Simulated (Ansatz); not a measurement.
Clean, relaxed (100) surface of Ta, space group Fm-3m (No. 225) (top face towards +c; atoms held fixed, by place in the list: 1, 2):

```yaml
crystal:
  lattice:
    - [2.95259, 0.00000, 0.00000]
    - [0.00000, 2.95259, 0.00000]
    - [0.00000, 0.00000, 23.26339]
  atoms:
    - { symbol: Ta, position: [0.50000, 0.50000, 0.36538] }
    - { symbol: Ta, position: [0.00000, 0.00000, 0.45513] }
    - { symbol: Ta, position: [0.50000, 0.50000, 0.55011] }
    - { symbol: Ta, position: [0.00000, 0.00000, 0.63623] }
```

Theory: DFT PBEsol, scalar-relativistic, plane waves, PAW in Ansatz 0.2.0. Cutoff 420 eV; k points 10×10×1 on the computed 4-atom cell (Γ-centred); Gaussian smearing, width 0.10 eV; no spin polarisation. A dipole correction removes the field between periodic images along c.

The adsorption energy is E(slab + adsorbate) − E(slab) − E(free adsorbate, spin-polarised where open-shell). With the adsorbate the cell is lengthened along c to keep the vacuum.

Q: CH is put on the top face (one adsorbate per 8.7 Å²) at each of these sites and relaxed. Order them from strongest to weakest binding.
A. hollow (over Ta) at (0.50, 0.50)
B. bridge (Ta-Ta) at (0.00, 0.50)
C. top (Ta) at (0.00, 0.00)

A: A (-8.41 eV), B (-6.36 eV), C (-5.08 eV).

Each end is the local minimum or symmetric point that its start leads to. This isn't the usual crystal structure of Ta. The slab is only 6.3 Å thick, so the energies aren't converged with thickness.

The adsorbed runs have no spin polarisation, so weakly bound open-shell ends lie too high.